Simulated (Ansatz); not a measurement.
Input and command of a plane-wave DFT calculation in Ansatz:

```yaml
crystal:
  lattice:
    - [0.0, 2.72525, 2.72525]
    - [2.72525, 0.0, 2.72525]
    - [2.72525, 2.72525, 0.0]
  atoms:
    - { symbol: Ga, position: [0.0, 0.0, 0.0] }
    - { symbol: P, position: [0.75, 0.75, 0.75] }
basis:
  ecutwfc: 500
kpoints:
  mp_grid: { grid: [8, 8, 8] }
hamiltonian:
  xc: r2scan
scf:
  occupations: { method: gaussian, width: 0.05 }
output:
  forces: true
  stress: true
  eigenvalues: true
  write_density: true
  write_potential: true
  elf: true
  volumetric_format: npy
```

```bash
ansatz run input.yaml --threads 2 --pin off --max-ram 5120MiB --backend cpu --events-out ev --progress --plain --runs-dir out
```

Processor: Arm Neoverse V1, 2 threads, on a host shared with other jobs.

Question: How long does it run, and how much memory does it take?

Answer: About 2.8 s on 2 threads of Arm Neoverse V1, on a shared host, peak memory 0.42 GiB. It solves 13 bands at 29 k points (the mesh reduced by the symmetry that the task leaves, which can be less than the crystal's) with about 965 plane waves, in 6 SCF iterations.
